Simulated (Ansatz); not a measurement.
# Li2ZnCl4 — 35Cl nuclear quadrupole resonance

Cell: an entry of the Crystallography Open Database (COD), its atoms then relaxed with PBE in this cell.

Space group Fd-3m:1 (No. 227); a = 10.3458 Å.

```csv
site,Wyckoff,site symmetry,x,y,z
Li,16d,.-3m,0.1250,0.1250,0.6250
Zn,8a,-43m,0.7500,0.7500,0.2500
Cl,32e,.3m,0.8785,0.8785,0.3785
```

One atom of each set is listed; the run and its k-mesh use a cell of 14 atoms with edges of 7.32, 7.32, 7.32 Å.

Method: Kohn–Sham DFT in Ansatz, PBE, plane waves and PAW, scalar-relativistic, 420 eV cutoff, Γ-centred 5×5×5 k-points, Fermi–Dirac smearing 0.02 eV.

35Cl: I = 3/2, Q = -81.12 mb (year-2017 value). Static lattice, zero field.

(1) Predict the zero-field 35Cl lines of each site.

(2) And for 37Cl (I = 3/2, Q = -63.93 mb) on Cl?

## Answers

(1) For I = 3/2 there is one line, ν = (|C_Q|/2)(1 + η²/3)^½.

```
site  atoms  V_zz (10²¹ V/m²)  C_Q (MHz)     η  line frequencies (MHz)
  Cl      8             12.55      -24.6  0.00                    12.3
```

(2) C_Q scales with Q to -19.4 MHz, with lines at 9.70 MHz.

An axis of threefold or higher order runs through Cl, so V_zz lies along it and η is zero.

The relaxation (3 steps) took 31 s of wall time (31 s of CPU time) and 0.55 GiB at its peak, on 1 thread of Arm Neoverse V1 (aarch64; 8 cores open to the job, memory cap 2.5 GiB, no GPU), a shared host with a load of 0.3 a core.
